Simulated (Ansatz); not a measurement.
BaSn$_{2}$:
```xyz
3
Lattice="4.6811 0.0000 0.0000 -2.3405 4.0539 0.0000 0.0000 0.0000 5.4281" Properties=species:S:1:pos:R:3 pbc="T T T"
Ba     0.0000     0.0000     2.7141
Sn     2.3405     1.3513     4.8581
Sn     0.0000     2.7026     0.5701
```

Relaxed with PBEsol. Special points in fractions of this cell's reciprocal vectors: Γ (0.000, 0.000, 0.000); M (0.500, 0.000, 0.000); K (0.333, 0.333, 0.000); A (0.000, 0.000, 0.500); L (0.500, 0.000, 0.500); H (0.333, 0.333, 0.500).

Q: List the band energies nearest the Fermi level at these points for DFT-PBEsol in the program Ansatz with PAW potentials.

A: In eV from the Fermi level; about four levels below and three above (degenerate sets whole), none deeper than 8.9 eV; points with the same levels are listed once.

| k | below | above |
|---|---|---|
| Γ | -3.91 -1.38 -1.38 -1.37 | 0.30 2.00 2.00 |
| M | -2.81 -1.97 -0.28 -0.05 | 1.03 1.47 2.74 |
| K | -7.32 -7.32 -3.79 -1.80 -1.80 | 1.68 1.68 2.70 |
| A | -5.23 -0.80 -0.80 -0.52 | 0.34 0.34 1.23 |
| L | -6.51 -2.48 -2.21 -2.20 | 0.93 2.24 2.73 |
| H | -7.52 -7.52 -2.96 -1.81 -1.81 | 1.33 2.31 2.31 |

Space group P-3m1. The workflow started from an entry of the Crystallography Open Database (COD, 293 K). Its standing as an ambient phase is unchecked. The cell was relaxed with PBEsol under the symmetry of its start; its stability against distortions is not shown here. The Fermi level of a semimetal is unsure by some 0.05 eV on such meshes. Scalar-relativistic: spin–orbit coupling is off unless named, which matters more the heavier the elements.

Potentials: the later of the program's two PAW sets.
